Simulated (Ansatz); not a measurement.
## Sensitivity of the gradients in HfO2 with Cr replacing Hf to the input

Cell: a supercell of HfO2 (fluorite type, Fm-3m) built from a Materials Project structure (computed, not necessarily an observed phase), with all atoms left at the host's positions.

```cif
data_Hf7CrO16
_symmetry_space_group_name_H-M 'Fm-3m'
_symmetry_Int_Tables_number 225
_cell_length_a 10.0643
_cell_length_b 10.0643
_cell_length_c 10.0643
_cell_angle_alpha 90.000
_cell_angle_beta 90.000
_cell_angle_gamma 90.000
loop_
_atom_site_label
_atom_site_type_symbol
_atom_site_symmetry_multiplicity
_atom_site_Wyckoff_symbol
_atom_site_fract_x
_atom_site_fract_y
_atom_site_fract_z
Cr Cr 4 a 0.0000 0.0000 0.0000
Hf2 Hf 24 d 0.2500 0.2500 0.0000
Hf8 Hf 4 b 0.5000 0.5000 0.5000
O9 O 32 f 0.3750 0.3750 0.3750
O12 O 32 f 0.8750 0.6250 0.6250
```

One atom of each set is listed; the run and its k-mesh use a cell of 24 atoms with edges of 7.12, 7.12, 7.12 Å.

Reference run. All values are calculated (Ansatz; DFT, PBE, plane waves and PAW, scalar-relativistic, collinear spin, 420 eV cutoff, Γ-centred 3×3×3 k-points, Fermi–Dirac smearing 0.01 eV, cell charge -1), not measured. Start moments as typed (μB): 3 on each Cr, none on the rest.

Q: The input is changed as follows: `basis.ecutwfc`: not typed → 33.1 Ry; `hamiltonian.xc`: pbe → rpbe; `scf.occupations.width`: 0.01 → not typed; `scf.occupations.method`: fermi_dirac → tetrahedron_uncorrected. What happens to V_zz (10²¹ V/m²) and η?

A: 

| site | V_zz reference | η reference | V_zz changed | η changed |
| --- | --- | --- | --- | --- |
| Cr | 0.00 | – | 0.00 | – |
| Hf2 | -4.65 | 0.64 | -4.60 | 0.65 |
| O9 | 0.16 | 0.00 | 0.17 | 0.00 |
| O12 | 2.17 | 0.00 | 2.12 | 0.00 |

The largest change of V_zz is on O12, from 2.17 to 2.12. In per cent, |V_zz| changes by -1 on Hf, -2 on O (all sites that start above 2). Other sites without a gradient aren't listed. Its pressure is 10 GPa, against 5 GPa in the reference run. SCF iterations: 23 and 17. New warnings: band table not solved further.

On the reference run: The defect repeats with the cell of 24 atoms, so it feels its images: sites between two images don't show the values beside a lone defect, and zeros or small values of η there can come from the images' arrangement. This high-symmetry form of HfO2 is unstable when cold, to shifts of the oxygen columns, towards the tetragonal form. The symmetry of the cell holds that distortion back, wholly or in part, and it would change the field gradients, the more the larger the distortion. A uniform background compensates the cell's charge. The defect cell has no gap above 0.1 eV on its mesh, so the values can hang on the smearing and the k-mesh. Without spin–orbit coupling the gradients at and beside Hf can be off by some per cent, at some sites by more. The neighbours have not yet relaxed around the defect (largest force 0.25 eV/Å), so a real crystal will differ.
